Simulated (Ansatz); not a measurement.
Values for one crystal, relaxed and computed with DFT-LDA in the program Ansatz with PAW potentials; other levels are named.

- Volume per atom = 9.84 Å³
- Band gap = 1.63 eV (indirect)
- Hole effective mass = 0.25, 0.49, 1.9 mₑ (principal values)
- Electronic dielectric constant ε∞ (DFPT) = 5.86 (xx = yy), 4.99 (zz)
- Valence-band maximum = at X
- Zone-centre stability = unstable, softest mode 100i cm⁻¹
- Smallest direct gap on the standard path = 2.43 eV

Q: Which compound is it?
A. La2O3, La2O3 or Ni2Al3 type
B. MgO, rock salt
C. SiGeO3, P4mm (Si on 1b, Ge on 1a, O on 2c, O on 1b)
D. HfO2, P4_2/nmc (Hf on 2a, O on 4d)

A: C, SiGeO3, P4mm (Si on 1b, Ge on 1a, O on 2c, O on 1b)

The start of the workflow was typed in or built on a structure type; neither database checked (COD, Materials Project) lists it. Its standing as an ambient phase is unchecked. The LDA relaxation kept the symmetry of its start. A crystal of weakly bound units computed without a dispersion correction: the cell and the soft elastic constants depend strongly on that. Scalar-relativistic: spin–orbit coupling is off unless named, which matters more the heavier the elements.

Potentials: the earlier of the program's two PAW sets. The files were generated under PBE; for other functionals the program regenerates the frozen cores, and for LDA and PBEsol the local potential too.
